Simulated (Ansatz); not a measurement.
# MnSe (P4/nmm): majority and minority states

The source of the geometry is a structure from the Materials Project; atoms and cell stay fixed.

Settings: LDA, 8×8×5 k mesh, Fermi–Dirac smearing of 0.05 eV. LAPW is all-electron LAPW in Ansatz 0.2.0. Site moments are integrated in spheres about the atoms. DFT+U (Dudarev's form): U = 6.0 eV on Mn d.

The input and its command:

```yaml
crystal:
  lattice:
    - [3.613289, 0.0, 0.0]
    - [0.0, 3.613289, 0.0]
    - [0.0, 0.0, 6.246356]
  atoms:
    - { symbol: Mn, position: [0.0, 0.0, 0.0], spin: 4.0 }
    - { symbol: Mn, position: [0.5, 0.5, 0.0], spin: 4.0 }
    - { symbol: Se, position: [0.5, 0.0, 0.750317] }
    - { symbol: Se, position: [0.0, 0.5, 0.249683] }
magnetization:
  spin_polarized: true
kpoints:
  mp_grid: { grid: [8, 8, 5] }
scf:
  occupations: { method: fermi_dirac, width: 0.05 }
hamiltonian:
  xc: lda
  pseudopotentials: { kind: all_electron, lapw: { basis_error: 0.001 } }
  hubbard: { sites: [{ species: Mn, l: d, u_eff: 6 }] }
output:
  forces: true
  stress: true
  eigenvalues: true
  hubbard: { sites: [{ species: Mn, l: d }] }
  populations: true
  dos: { projected: true, de: 0.1, e_range: [-10, 8] }
```

Command: `ansatz run input.yaml --threads 2 --pin off --max-ram 6144MiB --backend cpu --events-out ev --progress --plain --runs-dir out`

Question: Give the density of states by spin, smoothed by a Gaussian of 0.15 eV.

Answer: 
```json
{"E − E_F (eV)": "-7.00", "majority (states/eV/cell)": "3.01", "minority (states/eV/cell)": "0.00"}
{"E − E_F (eV)": "-6.75", "majority (states/eV/cell)": "3.46", "minority (states/eV/cell)": "0.00"}
{"E − E_F (eV)": "-6.50", "majority (states/eV/cell)": "4.30", "minority (states/eV/cell)": "0.00"}
{"E − E_F (eV)": "-6.25", "majority (states/eV/cell)": "3.61", "minority (states/eV/cell)": "0.00"}
{"E − E_F (eV)": "-6.00", "majority (states/eV/cell)": "2.19", "minority (states/eV/cell)": "0.04"}
{"E − E_F (eV)": "-5.75", "majority (states/eV/cell)": "0.95", "minority (states/eV/cell)": "0.54"}
{"E − E_F (eV)": "-5.50", "majority (states/eV/cell)": "0.75", "minority (states/eV/cell)": "2.10"}
{"E − E_F (eV)": "-5.25", "majority (states/eV/cell)": "1.08", "minority (states/eV/cell)": "2.72"}
{"E − E_F (eV)": "-5.00", "majority (states/eV/cell)": "1.44", "minority (states/eV/cell)": "1.07"}
{"E − E_F (eV)": "-4.75", "majority (states/eV/cell)": "1.80", "minority (states/eV/cell)": "0.54"}
{"E − E_F (eV)": "-4.50", "majority (states/eV/cell)": "1.50", "minority (states/eV/cell)": "0.53"}
{"E − E_F (eV)": "-4.25", "majority (states/eV/cell)": "0.84", "minority (states/eV/cell)": "0.99"}
{"E − E_F (eV)": "-4.00", "majority (states/eV/cell)": "0.39", "minority (states/eV/cell)": "1.62"}
{"E − E_F (eV)": "-3.75", "majority (states/eV/cell)": "0.23", "minority (states/eV/cell)": "2.09"}
{"E − E_F (eV)": "-3.50", "majority (states/eV/cell)": "0.33", "minority (states/eV/cell)": "2.35"}
{"E − E_F (eV)": "-3.25", "majority (states/eV/cell)": "0.49", "minority (states/eV/cell)": "2.67"}
{"E − E_F (eV)": "-3.00", "majority (states/eV/cell)": "0.59", "minority (states/eV/cell)": "2.40"}
{"E − E_F (eV)": "-2.75", "majority (states/eV/cell)": "0.83", "minority (states/eV/cell)": "2.25"}
{"E − E_F (eV)": "-2.50", "majority (states/eV/cell)": "1.37", "minority (states/eV/cell)": "1.66"}
{"E − E_F (eV)": "-2.25", "majority (states/eV/cell)": "1.90", "minority (states/eV/cell)": "0.40"}
{"E − E_F (eV)": "-2.00", "majority (states/eV/cell)": "2.04", "minority (states/eV/cell)": "0.01"}
{"E − E_F (eV)": "-1.75", "majority (states/eV/cell)": "1.86", "minority (states/eV/cell)": "0.00"}
{"E − E_F (eV)": "-1.50", "majority (states/eV/cell)": "1.47", "minority (states/eV/cell)": "0.00"}
{"E − E_F (eV)": "-1.25", "majority (states/eV/cell)": "1.12", "minority (states/eV/cell)": "0.00"}
{"E − E_F (eV)": "-1.00", "majority (states/eV/cell)": "1.03", "minority (states/eV/cell)": "0.00"}
{"E − E_F (eV)": "-0.75", "majority (states/eV/cell)": "0.88", "minority (states/eV/cell)": "0.00"}
{"E − E_F (eV)": "-0.50", "majority (states/eV/cell)": "0.81", "minority (states/eV/cell)": "0.05"}
{"E − E_F (eV)": "-0.25", "majority (states/eV/cell)": "0.77", "minority (states/eV/cell)": "0.33"}
{"E − E_F (eV)": "0.00", "majority (states/eV/cell)": "0.62", "minority (states/eV/cell)": "0.78"}
{"E − E_F (eV)": "0.25", "majority (states/eV/cell)": "0.32", "minority (states/eV/cell)": "1.56"}
{"E − E_F (eV)": "0.50", "majority (states/eV/cell)": "0.06", "minority (states/eV/cell)": "2.38"}
{"E − E_F (eV)": "0.75", "majority (states/eV/cell)": "0.00", "minority (states/eV/cell)": "2.50"}
{"E − E_F (eV)": "1.00", "majority (states/eV/cell)": "0.00", "minority (states/eV/cell)": "1.91"}
{"E − E_F (eV)": "1.25", "majority (states/eV/cell)": "0.00", "minority (states/eV/cell)": "1.74"}
{"E − E_F (eV)": "1.50", "majority (states/eV/cell)": "0.00", "minority (states/eV/cell)": "1.70"}
{"E − E_F (eV)": "1.75", "majority (states/eV/cell)": "0.00", "minority (states/eV/cell)": "0.88"}
{"E − E_F (eV)": "2.00", "majority (states/eV/cell)": "0.01", "minority (states/eV/cell)": "0.55"}
{"E − E_F (eV)": "2.25", "majority (states/eV/cell)": "0.03", "minority (states/eV/cell)": "1.25"}
{"E − E_F (eV)": "2.50", "majority (states/eV/cell)": "0.06", "minority (states/eV/cell)": "3.78"}
{"E − E_F (eV)": "2.75", "majority (states/eV/cell)": "0.10", "minority (states/eV/cell)": "4.22"}
{"E − E_F (eV)": "3.00", "majority (states/eV/cell)": "0.21", "minority (states/eV/cell)": "4.76"}
{"E − E_F (eV)": "3.25", "majority (states/eV/cell)": "0.61", "minority (states/eV/cell)": "2.54"}
{"E − E_F (eV)": "3.50", "majority (states/eV/cell)": "1.22", "minority (states/eV/cell)": "1.42"}
{"E − E_F (eV)": "3.75", "majority (states/eV/cell)": "1.43", "minority (states/eV/cell)": "2.08"}
{"E − E_F (eV)": "4.00", "majority (states/eV/cell)": "1.11", "minority (states/eV/cell)": "2.10"}
{"E − E_F (eV)": "4.25", "majority (states/eV/cell)": "0.98", "minority (states/eV/cell)": "1.94"}
{"E − E_F (eV)": "4.50", "majority (states/eV/cell)": "1.05", "minority (states/eV/cell)": "1.61"}
```
Site moments (μB): Mn1 4.31, Mn2 4.31, Se3 0.11, Se4 0.11. Cell moment 9.58 μB.

Löwdin populations of d and f shells (filled inner shells left out):

| shell | up | down |
| --- | --- | --- |
| Mn1 3d | 4.94 | 0.48 |
| Mn2 3d | 4.94 | 0.48 |

Further occupied bands lie below the window, the nearest with its top at -7.1 eV.

The program warned that a lower magnetic state may exist. In at least one run the program's final test of stability wasn't made or came to no verdict. The state reached may lie above the lowest one, so it isn't offered as the ground state. None of this fixes the real material's magnetic order: only patterns that fit the cell were computed, at zero temperature, with a functional that can overstate moments.
